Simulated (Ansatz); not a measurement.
Theory: DFT PBE, scalar-relativistic, plane waves, PAW in Ansatz. Cutoff 420 eV, Γ-centred meshes of about 0.25 Å⁻¹ or finer for metals and 0.3 Å⁻¹ for insulators (2π included), Gaussian smearing. No spin polarisation.

Temperature and zero-point effects are left out.

Compare these two cells of MoH₃, each relaxed at this level.

1.

```cif
data_structure
_symmetry_space_group_name_H-M 'P-6m2'
_symmetry_Int_Tables_number 187
_cell_length_a 2.8814
_cell_length_b 2.8814
_cell_length_c 3.8678
_cell_angle_alpha 90.000
_cell_angle_beta 90.000
_cell_angle_gamma 120.000
_cell_volume 27.81
loop_
_atom_site_label
_atom_site_type_symbol
_atom_site_symmetry_multiplicity
_atom_site_Wyckoff_symbol
_atom_site_fract_x
_atom_site_fract_y
_atom_site_fract_z
_atom_site_occupancy
H1 H 2 h 0.33333 0.66667 0.25307 1
H2 H 1 a 0.00000 0.00000 0.00000 1
Mo1 Mo 1 b 0.00000 0.00000 0.50000 1
```

2.

```cif
data_structure
_symmetry_space_group_name_H-M 'P6_322'
_symmetry_Int_Tables_number 182
_cell_length_a 4.7160
_cell_length_b 4.7160
_cell_length_c 2.8458
_cell_angle_alpha 90.000
_cell_angle_beta 90.000
_cell_angle_gamma 120.000
_cell_volume 54.81
loop_
_atom_site_label
_atom_site_type_symbol
_atom_site_symmetry_multiplicity
_atom_site_Wyckoff_symbol
_atom_site_fract_x
_atom_site_fract_y
_atom_site_fract_z
_atom_site_occupancy
H1 H 6 g 0.28461 0.00000 0.00000 1
Mo1 Mo 2 c 0.33333 0.66667 0.25000 1
```

Task: Which form is favoured at zero pressure, and by what margin per atom?

Result: Cell 1 is lower, by 47 meV/atom. Cell 1 has space group P-6m2 (No. 187), 7.0 Å³/atom and no gap on its mesh; cell 2 has space group P6_322 (No. 182), 6.9 Å³/atom and no gap. Counting H atoms around Mo (those within 1.25 times the shortest such distance or 1.15 times the sum of covalent radii, 1.27 where that leaves under three), cell 1 has Mo 8 and cell 2 has Mo 6. Even the lower one lies +0.27 eV/atom against the reference forms of the elements (uncorrected), so neither is stable at this level. Both come from trial cells of a structure search, whose lowest cell (P6_3/m, 6.7 Å³/atom) lies 120 meV/atom below the lower of the two.

With hydrogen, zero-point motion can shift such differences by 10 meV/atom or more. Trial moments fell under 0.15 μB along the way in P-6m2 and P6_322; another start might hold them. With atoms moved at random, cell 2 (by 108 meV/atom) fell into a lower structure. Cell 1 had no clear such test and can be a saddle point. Some types were kept out of the candidates beforehand, so the set may lack a known form.
